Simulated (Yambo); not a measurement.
Yambo run on MgS (rock salt, space group Fm-3m, No. 225). The wavefunctions are PBEsol (Quantum ESPRESSO, PseudoDojo norm-conserving, 84 Ry, no spin-orbit coupling) ones on a 6×6×6 mesh (8 occupied bands); a = b = c = 3.6650 Å, α = β = γ = 60.00°.

Yambo input:

```
rim_cut
HF_and_locXC
RandQpts= 1000000
RandGvec= 1 Ry
EXXRLvcs= 84 Ry
VXCRLvcs= 336 Ry
% QPkrange
 1 | 1 | 8 | 9 |
 4 | 4 | 8 | 9 |
 13 | 13 | 8 | 9 |
%
```

k points by index: 1 = Γ, 4 = L, 13 = X.

Resulting energies as the program prints them:

```
#    K-point    Band    Eo [eV]    Ehf [eV]    Vxc [eV]    Vnlxc [eV]
#
    1    8    0.000000    -3.017928    -13.27830    -16.29623
    1    9    3.680969    8.236463    -11.15507    -6.599579
    4    8    -0.605032    -3.840452    -12.85954    -16.09496
    4    9    4.411146    8.927590    -9.913342    -5.396898
    13    8    -1.728557    -5.307883    -12.43409    -16.01342
    13    9    2.726364    6.990640    -10.57288    -6.308605
```
Exchange alone, without screening.

Geometry relaxed with PBEsol.
